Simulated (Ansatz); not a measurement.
**Does relaxation matter for the field gradients of GaN with oxygen replacing N?**

Start: a supercell of GaN (wurtzite type, P6_3mc) built from a COD entry (the entry's cell lengths or inner coordinates differ somewhat from later room-temperature determinations), with all atoms left at the host's positions.

Space group P3m1 (No. 156); a = 6.3600, c = 10.3320 Å, γ = 120.00°.

```
site  Wyckoff  site symmetry       x       y       z
 Ga1       1a            3m.  0.0000  0.0000  0.0000
 Ga2       1a            3m.  0.0000  0.0000  0.5000
 Ga3       3d            .m.  0.0000  0.5000  0.0000
 Ga4       3d            .m.  0.0000  0.5000  0.5000
 Ga9       3d            .m.  0.1667  0.8333  0.2500
Ga10       3d            .m.  0.1667  0.8333  0.7500
Ga15       1c            3m.  0.6667  0.3333  0.2500
Ga16       1c            3m.  0.6667  0.3333  0.7500
   O       1a            3m.  0.0000  0.0000  0.1875
 N18       1a            3m.  0.0000  0.0000  0.6875
 N19       3d            .m.  0.0000  0.5000  0.1875
 N20       3d            .m.  0.0000  0.5000  0.6875
 N25       3d            .m.  0.1667  0.8333  0.4375
 N26       3d            .m.  0.1667  0.8333  0.9375
 N31       1c            3m.  0.6667  0.3333  0.4375
 N32       1c            3m.  0.6667  0.3333  0.9375
```

One atom of each set is listed.

Level of theory: DFT, PBE, plane waves and PAW, scalar-relativistic, collinear spin, 420 eV cutoff, Γ-centred 4×4×2 k-points, Fermi–Dirac smearing 0.01 eV (Ansatz 0.2.0). Start moments as typed (μB): 1 on each O, none on the rest.

The largest force at the start is 1.5 eV/Å. Relaxing the ions at fixed cell moves them by 0.087 Å at most (atom 1, Ga) and 0.023 Å rms.

```json
{"site": "Ga1", "moved (Å)": "0.087", "first shell before": "1 O at 1.94 Å, 3 N at 1.95 Å", "first shell after": "3 N at 1.93 Å, 1 O at 2.00 Å", "V_zz before (10²¹ V/m²)": "7.01", "η before": "0.00"}
{"site": "Ga2", "moved (Å)": "0.000", "first shell before": "4 N at 1.94–1.95 Å", "first shell after": "4 N at 1.94–1.95 Å", "V_zz before (10²¹ V/m²)": "-0.49", "η before": "0.00"}
{"site": "Ga3", "moved (Å)": "0.010", "first shell before": "4 N at 1.94–1.95 Å", "first shell after": "4 N at 1.94–1.95 Å", "V_zz before (10²¹ V/m²)": "-0.20", "η before": "0.02"}
{"site": "Ga4", "moved (Å)": "0.009", "first shell before": "4 N at 1.94–1.95 Å", "first shell after": "4 N at 1.94–1.95 Å", "V_zz before (10²¹ V/m²)": "-0.54", "η before": "0.60"}
{"site": "Ga9", "moved (Å)": "0.046", "first shell before": "3 N at 1.94–1.95 Å, 1 O at 1.95 Å", "first shell after": "3 N at 1.93 Å, 1 O at 2.00 Å", "V_zz before (10²¹ V/m²)": "6.61", "η before": "0.17"}
{"site": "Ga10", "moved (Å)": "0.014", "first shell before": "4 N at 1.94–1.95 Å", "first shell after": "4 N at 1.94–1.95 Å", "V_zz before (10²¹ V/m²)": "0.25", "η before": "0.09"}
{"site": "Ga16", "moved (Å)": "0.000", "first shell before": "4 N at 1.94–1.95 Å", "first shell after": "4 N at 1.94–1.95 Å", "V_zz before (10²¹ V/m²)": "-0.072", "η before": "0.00"}
{"site": "O", "moved (Å)": "0.027", "first shell before": "4 Ga at 1.94–1.95 Å", "first shell after": "4 Ga at 2.00 Å", "V_zz before (10²¹ V/m²)": "0.11", "η before": "0.00"}
{"site": "N19", "moved (Å)": "0.006", "first shell before": "4 Ga at 1.94–1.95 Å", "first shell after": "4 Ga at 1.93–1.95 Å", "V_zz before (10²¹ V/m²)": "1.03", "η before": "0.05"}
{"site": "N26", "moved (Å)": "0.008", "first shell before": "4 Ga at 1.94–1.95 Å", "first shell after": "4 Ga at 1.93–1.95 Å", "V_zz before (10²¹ V/m²)": "0.54", "η before": "0.05"}
```

Task: What are V_zz and η after the relaxation?

Result: 

```tsv
site	V_zz after	η after	change of V_zz
Ga1	10.01	0.00	+3.00
Ga2	<0.005	–	+0.49
Ga3	0.85	0.63	–
Ga4	0.50	0.65	–
Ga9	8.33	0.03	+1.72
Ga10	1.05	0.49	+0.80
Ga16	0.49	0.00	+0.56
O	0.21	0.00	+0.10
N19	0.59	0.63	-0.44
N26	0.32	0.17	-0.22
```

The largest change of V_zz along a kept axis is on Ga1, from 7.01 to 10.01. Small gradients that grow severalfold: Ga10 (0.25 to 1.05). In per cent, |V_zz| changes by +26 to +43 on Ga (all sites that start above 2). Where |V_zz| stays above 0.1 and the axes keep their order, η moves most on N19, from 0.05 to 0.63. V_zz changes sign on Ga16 (same axis), N20 (axis turned by 16°) (not all in the table). On Ga4, Ga3 the largest principal value lies along another axis in the second run, so the two V_zz can't be compared directly. The table leaves out 6 of the 16 sites, with |V_zz| up to 0.74; their tensors move by 0.21 at most along any direction. The statements above cover all sites.

The defect repeats with the cell of 32 atoms, so it feels its images: sites between two images don't show the values beside a lone defect, and zeros or small values of η there can come from the images' arrangement. Ga and N carry a gradient in the pure host already, so the values there aren't the defect's effect alone. The defect cell has no gap above 0.1 eV on its mesh, so the values can hang on the smearing and the k-mesh. The cell keeps the host's lattice, where the PBE pressure is 10 GPa. The start moments die out, and the run ends without spin.
Before: The neighbours have not yet relaxed around the defect (largest force 1.5 eV/Å), so a real crystal will differ.
After: The relaxation keeps the site symmetry 3m of the start, so the impurity can move only along its axis; a distortion that would localise the partly filled state isn't explored.
